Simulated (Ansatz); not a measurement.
**Al and Ga on the sites of rock salt: ordering energies of Al5GaN6**

Theory: DFT PBE, scalar-relativistic, plane waves, PAW in Ansatz 0.2.0. Settings: cutoff 420 eV, Γ-centred meshes spaced at most about 0.3 Å⁻¹ (2π included), Gaussian smearing. No spin polarisation.

All energies are static (0 K, no zero-point motion). Each row is a relaxed arrangement of Al and Ga on shared sites of the rock salt type. The column n gives the unlike atoms among the 12 nearest shared sites, averaged over those sites; energies count from the lowest row.

```
row      space group    source  atoms  n (of 12)  V (Å³/atom)  gap on mesh (eV)  ΔE (meV/atom)
  1  P-3m1 (No. 164)  invented     12       2.00         8.64              3.13            0.0
  2    Pmmm (No. 47)  invented     12       3.33         8.65              2.80              ?
  3    Cmmm (No. 65)  invented     12       4.00         8.66              2.78            6.8
```

The cell of row 2:

```yaml
crystal:
  lattice:
    - [2.90259, 0.00000, 0.00000]
    - [0.00000, 4.10414, 0.00000]
    - [0.00000, 0.00000, 8.71627]
  atoms:
    - { symbol: Al, position: [0.00000, 0.50000, 0.83045] }
    - { symbol: Al, position: [0.00000, 0.50000, 0.16955] }
    - { symbol: Al, position: [0.50000, 0.00000, 0.33579] }
    - { symbol: Al, position: [0.00000, 0.50000, 0.50000] }
    - { symbol: Al, position: [0.50000, 0.00000, 0.66421] }
    - { symbol: Ga, position: [0.50000, 0.00000, 0.00000] }
    - { symbol: N, position: [0.00000, 0.00000, 0.82580] }
    - { symbol: N, position: [0.50000, 0.50000, 0.00000] }
    - { symbol: N, position: [0.00000, 0.00000, 0.17420] }
    - { symbol: N, position: [0.50000, 0.50000, 0.33463] }
    - { symbol: N, position: [0.00000, 0.00000, 0.50000] }
    - { symbol: N, position: [0.50000, 0.50000, 0.66537] }
```

**Question.** Take rows 1 and 3 to fix a model with nearest pairs alone, and estimate the missing value.

**Answer.** The slope is (6.8 − 0.0)/(4.00 − 2.00) = 3.4 meV/atom for each unlike neighbour. At n = 3.33 that gives 0.0 + (3.4) × (3.33 − 2.00) = 4.5 meV/atom. The computed value is 3.6 meV/atom, so the model is off by +0.9. For this one row the model comes near; strain from unlike sizes and farther pairs are left out.

Kohn–Sham gaps at this level usually fall short of measured ones. Only small cells were tried; in real samples the shared sites are often disordered. Some candidate types were left out of the draw beforehand, so a known form may be missing.
